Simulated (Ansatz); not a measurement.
InSe in space group R3m (No. 160; In on 3a, In on 3a, Se on 3a, Se on 3a), the program Ansatz at the r²SCAN+D4 level (PAW). The conduction-band minimum lies at T, with 1 equivalent valley. Second derivatives d²E/dk² of the lowest band at one valley (eV·Å²), along Cartesian directions:

| direction | d²E/dk² |
|---|---|
| [100] | 54.48 |
| [010] | 54.48 |
| [001] | 82.64 |
| [110] | 54.48 |
| [101] | 68.63 |
| [011] | 68.63 |

Q: Find the principal effective masses, the density-of-states mass and the conductivity mass.

A: Off-diagonal terms follow from H_xy = H[110] − (H_xx + H_yy)/2, and m*/mₑ = 7.620 eV·Å² over each eigenvalue: 0.092, 0.14, 0.14. One valley's DOS mass (m₁m₂m₃)^(1/3) = 0.12, conductivity mass 3/(Σ 1/mᵢ) = 0.12 mₑ.

Q: What effective density of states Nc follows at 300 K for parabolic valleys?

A: Nc = 2.509e19 × 1 × (0.12)^(3/2) ≈ 1.0e18 cm⁻³.

The first step of the workflow began from a Materials Project structure, measured or hypothetical; the Crystallography Open Database files this formula in space group No. 160, but the cells were not matched. It is not the phase usual at ambient conditions (space group No. 194). The cell was relaxed with r²SCAN+D4 under the symmetry of its start; whether a distortion lowers the energy is not shown. Scalar-relativistic: spin–orbit coupling is off unless named, which matters more the heavier the elements.

Potentials: the later of the program's two PAW sets.

Edges and masses are those of Kohn–Sham bands, whose gap is no quasiparticle gap.
